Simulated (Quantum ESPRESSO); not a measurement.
# Au3Re2In2Ga: finding a planted mistake in a log

A calculation, not a measurement. The program is pw.x of Quantum ESPRESSO 7.5 (plane-wave density functional theory). The cell is made up: eight metal atoms on a face-centred cubic lattice, with elements, volume, strain and displacements drawn at random and not relaxed, so it may be unstable or far from any real phase. PseudoDojo standard norm-conserving files set the functional (PBE unless stated); there is no spin polarisation or spin-orbit coupling, the Fermi-Dirac width of 0.25 eV means electrons at about 2900 K, and the masses in the input are unused placeholders. Heavy elements are run without spin-orbit coupling, which real alloys of them have. A spin test at this wide smearing found no moment, but such smearing suppresses magnetism that the real alloy may have.

Intended input:

```
&control calculation='scf', pseudo_dir='./dojo.nc.sr.pbe.v0_5.standard.upf', outdir='./o', disk_io='minimal', tprnfor=.true., tstress=.true. /
&system ibrav=0, nat=8, ntyp=4, nbnd=73, ecutwfc=84.00895049, nosym=.true., tot_charge=0,
 occupations='smearing', smearing='fd', degauss=0.0183746611
/
&electrons conv_thr=1.470e-08, electron_maxstep=70, mixing_beta=0.5 /
ATOMIC_SPECIES
Au 1.0 Au.upf
Ga 1.0 Ga.upf
In 1.0 In.upf
Re 1.0 Re.upf
CELL_PARAMETERS angstrom
-0.0086 2.1207 2.088
-4.1627 0.0063 0.011
-0.0094 -8.5385 8.4077
ATOMIC_POSITIONS angstrom
Au 0.0518 0.0531 0.0234
Re -0.074 -2.0787 2.1204
Re -0.0745 -4.3091 4.2137
In 0.0412 -6.4711 6.2959
In -2.0903 -0.0215 2.2393
Au -2.1283 -2.2015 4.2307
Ga -2.0999 -4.33 6.3124
Au -2.0192 -6.4093 8.454
K_POINTS automatic
8 6 2 1 1 1
```

The log is shortened where brackets say so; the opening notice, blank lines, dates and the lines on written files are dropped, and the path of the files is cut. It prints rydbergs, bohrs and kilobars, and counts compression as positive stress. Its total energy is the free energy E - TS of the whole cell.

Log of the intended run:

```
     Program PWSCF v.7.5
     Parallel version (MPI & OpenMP), running on       4 processor cores
     Number of MPI processes:                 4
     Threads/MPI process:                     1
     [start-up lines left out]
     bravais-lattice index     =            0
     lattice parameter (alat)  =       5.6240  a.u.
     unit-cell volume          =    1001.6869 (a.u.)^3
     number of atoms/cell      =            8
     number of atomic types    =            4
     number of electrons       =       126.00
     number of Kohn-Sham states=           73
     kinetic-energy cutoff     =      84.0090  Ry
     charge density cutoff     =     336.0358  Ry
     scf convergence threshold =      1.5E-08
     mixing beta               =       0.5000
     number of iterations used =            8  plain     mixing
     Exchange-correlation= PBE
                           (   1   4   3   4   0   0   0)
     [axes and pseudopotential details left out]
   Cartesian axes
     site n.     atom                  positions (alat units)
         1        Au     tau(   1) = (   0.0174053   0.0178421   0.0078626  )
         2        Re     tau(   2) = (  -0.0248647  -0.6984638   0.7124754  )
         3        Re     tau(   3) = (  -0.0250327  -1.4479004   1.4158450  )
         4        In     tau(   4) = (   0.0138436  -2.1743538   2.1154849  )
         5        In     tau(   5) = (  -0.7023615  -0.0072242   0.7524270  )
         6        Au     tau(   6) = (  -0.7151299  -0.7397259   1.4215572  )
         7        Ga     tau(   7) = (  -0.7055872  -1.4549230   2.1210291  )
         8        Au     tau(   8) = (  -0.6784712  -2.1535884   2.8406279  )
     number of k points=    48  Fermi-Dirac smearing, width (Ry)=  0.0184
                       cart. coord. in units 2pi/alat
        k(    1) = (  -0.0593442   0.0002029   0.0886330), wk =   0.0416667
        k(    2) = (  -0.0594462   0.0873360   0.0001349), wk =   0.0416667
     [further k points left out]
     Dense  grid:   104217 G-vectors     FFT dimensions: (  36,  45, 135)
     Estimated max dynamical RAM per process >     368.21 MB
     Estimated total dynamical RAM >       1.36 GB
     Initial potential from superposition of free atoms
     starting charge     125.9886, renormalised to     126.0000
     Starting wfcs are   77 randomized atomic wfcs
     total cpu time spent up to now is        4.7 secs
     per-process dynamical memory:   278.5 Mb
     Self-consistent Calculation
     iteration #  1     ecut=    84.01 Ry     beta= 0.50
     Davidson diagonalization with overlap
     ethr =  1.00E-02,  avg # of iterations =  3.6
     total cpu time spent up to now is       16.6 secs
     total energy              =   -1652.84190250 Ry
     estimated scf accuracy    <       3.30356806 Ry
     iteration #  2     ecut=    84.01 Ry     beta= 0.50
     Davidson diagonalization with overlap
     ethr =  2.62E-03,  avg # of iterations =  7.1
     total cpu time spent up to now is       32.4 secs
     total energy              =   -1647.80859945 Ry
     estimated scf accuracy    <     128.48536498 Ry
     [iterations 3 to 15 left out]
     iteration # 16     ecut=    84.01 Ry     beta= 0.50
     Davidson diagonalization with overlap
     ethr =  2.63E-10,  avg # of iterations =  2.0
     total cpu time spent up to now is      187.2 secs
     total energy              =   -1654.90869568 Ry
     estimated scf accuracy    <       0.00000003 Ry
     iteration # 17     ecut=    84.01 Ry     beta= 0.50
     Davidson diagonalization with overlap
     ethr =  2.17E-11,  avg # of iterations =  2.3
     total cpu time spent up to now is      197.3 secs
     End of self-consistent calculation
     [lines on levels left out]
!    total energy              =   -1654.90869568 Ry
     estimated scf accuracy    <          4.6E-09 Ry
     smearing contrib. (-TS)   =      -0.08899586 Ry
     internal energy E=F+TS    =   -1654.81969982 Ry
     The total energy is F=E-TS. E is the sum of the following terms:
     one-electron contribution =    -473.98833841 Ry
     hartree contribution      =     318.34499322 Ry
     xc contribution           =    -347.32273990 Ry
     ewald contribution        =   -1151.85361474 Ry
     convergence has been achieved in  17 iterations
     Forces acting on atoms (cartesian axes, Ry/au):
     atom    1 type  1   force =     0.00245199   -0.00951906    0.01019513
     atom    2 type  4   force =     0.01369567   -0.04629012    0.04690738
     atom    3 type  4   force =     0.00418561    0.01314043   -0.00874522
     atom    4 type  3   force =    -0.00206833   -0.00023429    0.00483806
     atom    5 type  3   force =    -0.01156611   -0.00567425   -0.00254925
     atom    6 type  1   force =    -0.00672971   -0.00541497    0.00873473
     atom    7 type  2   force =     0.00414634    0.04716924   -0.04945417
     atom    8 type  1   force =    -0.00411545    0.00682301   -0.00992666
     Total force =     0.100989     Total SCF correction =     0.000485
     Computing stress (Cartesian axis) and pressure
          total   stress  (Ry/bohr**3)                   (kbar)     P=      -59.49
  -0.00033055  -0.00000464   0.00003232          -48.63       -0.68        4.75
  -0.00000464  -0.00048371   0.00005389           -0.68      -71.16        7.93
   0.00003232   0.00005389  -0.00039889            4.75        7.93      -58.68
     init_run     :      4.33s CPU      4.52s WALL (       1 calls)
     electrons    :    188.35s CPU    192.62s WALL (       1 calls)
     forces       :      2.05s CPU      2.06s WALL (       1 calls)
     stress       :      7.03s CPU      7.19s WALL (       1 calls)
     [timing details left out]
     PWSCF        :   3m21.99s CPU   3m26.65s WALL
     JOB DONE.
```

A second run was made from an input with one planted mistake. Its log:

```
     Program PWSCF v.7.5
     Parallel version (MPI & OpenMP), running on       4 processor cores
     Number of MPI processes:                 4
     Threads/MPI process:                     1
     [start-up lines left out]
     bravais-lattice index     =            0
     lattice parameter (alat)  =       5.6240  a.u.
     unit-cell volume          =    1001.6869 (a.u.)^3
     number of atoms/cell      =            8
     number of atomic types    =            4
     number of electrons       =       126.00
     number of Kohn-Sham states=           73
     kinetic-energy cutoff     =      84.0090  Ry
     charge density cutoff     =     336.0358  Ry
     scf convergence threshold =      1.5E-08
     mixing beta               =       0.5000
     number of iterations used =            8  plain     mixing
     Exchange-correlation= PBE
                           (   1   4   3   4   0   0   0)
     [axes and pseudopotential details left out]
   Cartesian axes
     site n.     atom                  positions (alat units)
         1        Au     tau(   1) = (   0.0174053   0.0178421   0.0078626  )
         2        Re     tau(   2) = (  -0.0248647  -0.6984638   0.7124754  )
         3        Re     tau(   3) = (  -0.0250327  -1.4479004   1.4158450  )
         4        In     tau(   4) = (   0.0138436  -2.1743538   2.1154849  )
         5        In     tau(   5) = (  -0.7023615  -0.0072242   0.7524270  )
         6        Au     tau(   6) = (  -0.7151299  -0.7397259   1.4215572  )
         7        Au     tau(   7) = (  -0.7055872  -1.4549230   2.1210291  )
         8        Ga     tau(   8) = (  -0.6784712  -2.1535884   2.8406279  )
     number of k points=    48  Fermi-Dirac smearing, width (Ry)=  0.0184
                       cart. coord. in units 2pi/alat
        k(    1) = (  -0.0593442   0.0002029   0.0886330), wk =   0.0416667
        k(    2) = (  -0.0594462   0.0873360   0.0001349), wk =   0.0416667
     [further k points left out]
     Dense  grid:   104217 G-vectors     FFT dimensions: (  36,  45, 135)
     Estimated max dynamical RAM per process >     368.21 MB
     Estimated total dynamical RAM >       1.36 GB
     Initial potential from superposition of free atoms
     starting charge     125.9886, renormalised to     126.0000
     Starting wfcs are   77 randomized atomic wfcs
     total cpu time spent up to now is        4.7 secs
     per-process dynamical memory:   278.5 Mb
     Self-consistent Calculation
     iteration #  1     ecut=    84.01 Ry     beta= 0.50
     Davidson diagonalization with overlap
     ethr =  1.00E-02,  avg # of iterations =  3.4
     total cpu time spent up to now is       16.7 secs
     total energy              =   -1653.16532261 Ry
     estimated scf accuracy    <       2.83940643 Ry
     iteration #  2     ecut=    84.01 Ry     beta= 0.50
     Davidson diagonalization with overlap
     ethr =  2.25E-03,  avg # of iterations =  5.9
     total cpu time spent up to now is       31.1 secs
     total energy              =   -1650.97060879 Ry
     estimated scf accuracy    <      76.67185015 Ry
     [iterations 3 to 14 left out]
     iteration # 15     ecut=    84.01 Ry     beta= 0.50
     Davidson diagonalization with overlap
     ethr =  1.11E-09,  avg # of iterations =  1.0
     total cpu time spent up to now is      174.4 secs
     total energy              =   -1654.88449839 Ry
     estimated scf accuracy    <       0.00000033 Ry
     iteration # 16     ecut=    84.01 Ry     beta= 0.50
     Davidson diagonalization with overlap
     ethr =  2.66E-10,  avg # of iterations =  1.1
     total cpu time spent up to now is      183.4 secs
     End of self-consistent calculation
     [lines on levels left out]
!    total energy              =   -1654.88449840 Ry
     estimated scf accuracy    <       0.00000001 Ry
     smearing contrib. (-TS)   =      -0.09337451 Ry
     internal energy E=F+TS    =   -1654.79112388 Ry
     The total energy is F=E-TS. E is the sum of the following terms:
     one-electron contribution =    -467.78426306 Ry
     hartree contribution      =     315.19330282 Ry
     xc contribution           =    -347.29296523 Ry
     ewald contribution        =   -1154.90719842 Ry
     convergence has been achieved in  16 iterations
     Forces acting on atoms (cartesian axes, Ry/au):
     atom    1 type  1   force =     0.00033608    0.00098004   -0.00127062
     atom    2 type  4   force =     0.01386443   -0.04548544    0.04564967
     atom    3 type  4   force =     0.00810806    0.03850009   -0.03579336
     atom    4 type  3   force =    -0.00212682    0.01983977   -0.01509206
     atom    5 type  3   force =    -0.01160395   -0.01503014    0.00671765
     atom    6 type  1   force =    -0.00582140   -0.00459689    0.00802251
     atom    7 type  1   force =    -0.00013248    0.01930504   -0.01882551
     atom    8 type  2   force =    -0.00262393   -0.01351246    0.01059173
     Total force =     0.096730     Total SCF correction =     0.000687
     Computing stress (Cartesian axis) and pressure
          total   stress  (Ry/bohr**3)                   (kbar)     P=      -47.69
  -0.00024240   0.00000619   0.00001522          -35.66        0.91        2.24
   0.00000619  -0.00041125   0.00005061            0.91      -60.50        7.45
   0.00001522   0.00005061  -0.00031899            2.24        7.45      -46.92
     init_run     :      4.38s CPU      4.62s WALL (       1 calls)
     electrons    :    174.36s CPU    178.73s WALL (       1 calls)
     forces       :      2.04s CPU      2.06s WALL (       1 calls)
     stress       :      6.90s CPU      7.07s WALL (       1 calls)
     [timing details left out]
     PWSCF        :   3m 7.75s CPU   3m12.58s WALL
     JOB DONE.
```

Question: the log repeats what the program read. Compare it with the intended run: what was wrong in the second input?

Answer: two atoms have their elements exchanged. The input lines that differ:

```
- Ga -2.0999 -4.33 6.3124
- Au -2.0192 -6.4093 8.454
+ Au -2.0999 -4.33 6.3124
+ Ga -2.0192 -6.4093 8.454
```

```
                                            intended run  run with the mistake
                          free energy (eV)    -22516.180            -22515.851
         entropy term -TS, part of it (eV)        -1.211                -1.270
                            pressure (GPa)         -5.95                 -4.77
size of the largest force component (eV/Å)         1.272                 1.174
largest change of a force component (eV/Å)                               0.787
                                iterations            17                    16
```

For scale, a rerun of the intended cell at a higher cutoff and on a denser mesh moved values by no more than 0.012 eV in energy, 0.09 GPa in stress and 0.007 eV/Å in force, and a second program with other atomic files agreed on that cell to 2 % rms in force and 0.5 GPa in pressure.